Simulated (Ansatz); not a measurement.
Cu3Ge:
```xyz
8
Lattice="4.1741 0.0000 0.0000 0.0000 5.2490 0.0000 0.0000 0.0000 4.5228" Properties=species:S:1:pos:R:3 pbc="T T T"
Cu     0.0000     2.6245     0.7445
Cu     2.0870     0.0000     3.7783
Cu     2.0870     1.3046     1.5219
Cu     2.0870     3.9444     1.5219
Cu     0.0000     1.3199     3.0009
Cu     0.0000     3.9291     3.0009
Ge     2.0870     2.6245     3.7302
Ge     0.0000     0.0000     0.7925
```

Relaxed with r²SCAN.

Question: Map the electron localisation function on the plane through (0.000, 0.500, 0.165) spanned by u = [0, 1, 0] and v = [0, 0, 1] in lattice vectors, from r²SCAN (plane waves, PAW; program Ansatz).

Answer: x is the fraction of u, y of v (the angle between them is 90°; rows are the nearest grid lines); atoms in the plane: Cu at (0.00, 0.00), Cu at (0.75, 0.50), Cu at (0.25, 0.50), Ge at (0.50, 0.01).
```
y \ x   0.000  0.0769  0.192  0.269  0.346  0.462  0.538  0.654  0.731  0.808  0.923   1.00
------  -----  ------  -----  -----  -----  -----  -----  -----  -----  -----  -----  -----
1.00    0.854   0.281  0.169  0.436  0.414  0.282  0.282  0.414  0.436  0.169  0.281  0.854
0.913   0.297   0.159  0.177  0.394  0.431  0.186  0.186  0.431  0.394  0.177  0.159  0.297
0.826   0.150   0.162  0.215  0.312  0.431  0.433  0.433  0.431  0.312  0.215  0.162  0.150
0.783   0.156   0.169  0.217  0.237  0.369  0.475  0.475  0.369  0.237  0.217  0.169  0.156
0.696   0.280   0.231  0.163  0.162  0.165  0.394  0.394  0.165  0.162  0.163  0.231  0.280
0.609   0.261   0.158  0.154  0.181  0.145  0.219  0.219  0.145  0.181  0.154  0.158  0.261
0.522   0.212   0.160  0.456  0.771  0.172  0.177  0.177  0.172  0.771  0.456  0.160  0.212
0.478   0.209   0.164  0.462  0.779  0.174  0.177  0.177  0.174  0.779  0.462  0.164  0.209
0.391   0.239   0.170  0.156  0.183  0.148  0.214  0.214  0.148  0.183  0.156  0.170  0.239
0.304   0.257   0.223  0.159  0.153  0.184  0.368  0.368  0.184  0.153  0.159  0.223  0.257
0.217   0.171   0.175  0.255  0.307  0.437  0.418  0.418  0.437  0.307  0.255  0.175  0.171
0.174   0.159   0.162  0.259  0.424  0.479  0.377  0.377  0.479  0.424  0.259  0.162  0.159
0.0870  0.297   0.156  0.178  0.470  0.443  0.142  0.142  0.443  0.470  0.178  0.156  0.297
0.000   0.854   0.281  0.169  0.436  0.414  0.282  0.282  0.414  0.436  0.169  0.281  0.854
```

The density is the valence pseudo-density with augmentation charge, so density and ELF within about 1 Å of a nucleus are not all-electron values.

Space group Pmmn. The workflow started from a Materials Project entry (that database holds measured and hypothetical structures alike); the Crystallography Open Database copy checked does not list it. Whether it is the stable phase at ambient conditions was not checked. The cell was relaxed with r²SCAN under the symmetry of its start; its stability against distortions is not shown here. No spin polarisation was allowed.

Potentials: the earlier of the program's two PAW sets.
